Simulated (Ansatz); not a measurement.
WO in space group Pm-3m (No. 221; W on 3c, O on 3d), the program Ansatz at the PBE level (PAW), all energies at zero smearing, with the estimated change up to a 700 eV cutoff added, with one set of potentials and settings (totals compare only within such a set). Cell of 6 atoms (3 W, 3 O): -32858.718 eV.

```tsv
element	reference phase	E (eV/atom)
W	Im-3m, 1 atoms in the cell	-10385.9177
O	C2/m, 4 atoms in the cell, spin-polarised	-565.0042
```

Formation energy per atom, worked out: (-32858.718 − 3×(-10385.9177) − 3×(-565.0042))/6 = -0.992 eV/atom (-96 kJ per mol of atoms), at 0 K, without zero-point energy or fitted corrections.

The start of the workflow was typed in or built on a structure type; neither database checked (COD, Materials Project) lists it. Whether it is the stable phase at ambient conditions was not checked. The PBE relaxation kept the symmetry of its start; whether a distortion lowers the energy is not shown. The workflow began spin-polarised and lost its moments. No Hubbard U is applied. The references are the lowest solids computed at this level, not always the standard phases (solids in place of the gases). Scalar-relativistic: spin–orbit coupling is off unless named, which matters more the heavier the elements.

Potentials: the earlier of the program's two PAW sets.
